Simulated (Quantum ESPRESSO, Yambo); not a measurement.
## Quasiparticle gap of NaYS$_{2}$

```cif
data_Na3S6Y3
_chemical_formula_sum 'Na3 S6 Y3'
_space_group_name_H-M_alt 'R-3m :H'
_space_group_IT_number 166
_space_group_name_Hall '-R 3 2"'
_cell_length_a 3.89804
_cell_length_b 3.89804
_cell_length_c 19.37043
_cell_angle_alpha 90.000
_cell_angle_beta 90.000
_cell_angle_gamma 120.000
loop_
_atom_site_label
_atom_site_type_symbol
_atom_site_symmetry_multiplicity
_atom_site_Wyckoff_symbol
_atom_site_fract_x
_atom_site_fract_y
_atom_site_fract_z
_atom_site_occupancy
Na1 Na 3 a 0.00000 0.00000 0.00000 1
S1 S 6 c 0.00000 0.00000 0.24372 1
Y1 Y 3 b 0.00000 0.00000 0.50000 1
```
(The calculation used a cell of 4 atoms; values per cell refer to that cell.)

Cell and atoms were relaxed with LDA from Materials Project entry mp-10226, within its symmetry.

Starting point: LDA (pw.x of Quantum ESPRESSO, ONCV potentials, no spin-orbit coupling). G0W0 in Yambo: 4×4×4 Γ-centred k mesh, bands 3 to 129 and a 7 Ry block in the screening, 129 bands in G with the Bruneval-Gonze terminator, plasmon pole fitted at 27.2 eV.

| Property | Value |
|---|---|
| LDA gap along the band path | 2.01 eV |
| LDA gap between the mesh's edge points (Γ → F) | 2.01 eV |
| G0W0 gap between the same points | 3.68 eV |
| LDA smallest direct gap on the mesh (at F) | 2.87 eV |
| G0W0 direct gap at that point | 4.61 eV |

```csv
k point,band,E LDA (eV),E QP (eV),shift (eV),Z
Γ,VB,0.00,-0.92,-0.92,0.79
Γ,CB,3.37,4.39,1.02,0.81
F,VB,-0.87,-1.85,-0.98,0.79
F,CB,2.01,2.76,0.76,0.82
```

Energies count from the LDA valence-band maximum.

Nearest settings tried, and what they do to the gap: 100 bands in W, 100 bands in G: +5 meV; 3 Ry block (61 vectors against 191): -242 meV; 2×2×2 mesh: +13 meV. So the settings aren't converged at that level.
